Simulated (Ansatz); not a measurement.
## Mn$_{2}$Sb (P4/nmm): electronic heat capacity from the density of states

These are results of DFT PBEsol, scalar-relativistic, plane waves, PAW (Ansatz 0.2.0), not measurements.

Settings: cutoff 420 eV, Γ-centred mesh 10×10×6 on the computed 6-atom cell, Gaussian smearing of 0.10 eV; collinear spin from starting moments -1.7 -1.7 3.27 3.27 0 0 μB.

Relaxed cell: P4/nmm, a = 3.854 Å, b = 3.854 Å, c = 6.208 Å, α = 90.00°, β = 90.00°, γ = 90.00°, 6 atoms in the primitive cell. Whether it is the stable form of this composition wasn't checked.

The density of states at the Fermi level is 4.808 states/eV in the cell of 6 atoms (2 formula units; both spins, tetrahedra on a 15×15×9 mesh). The run ends with a moment of 3.11 μB a cell (largest on a site 2.98 μB), and the figure is for this state; a paramagnetic sample can have a quite different one. Another magnetic order, if the compound takes it, can change N(E_F) and the shape of the cell a good deal, and may open a gap, where γ is close to zero.

Question: What Sommerfeld coefficient does this give?

Answer: Per formula unit N(E_F) = 2.404 states/eV. γ = (π²/3) k_B² N(E_F) N_A = 2.357 mJ/(mol K²) per state/eV, so γ = 5.7 mJ/(mol K²), a mole of formula units. This is the bare band result: a measured γ of the same phase and magnetic order is as a rule larger by a factor 1 + λ from phonons and spin fluctuations. N(E_F) at one energy is sensitive to the mesh where the density of states has sharp peaks.

Spin-orbit coupling is left out, which matters for the bands of heavy elements.

Only this magnetic start was tried.

Cost: 1 run of about 4.4 core-minutes, on Arm Neoverse V1 (shared hosts).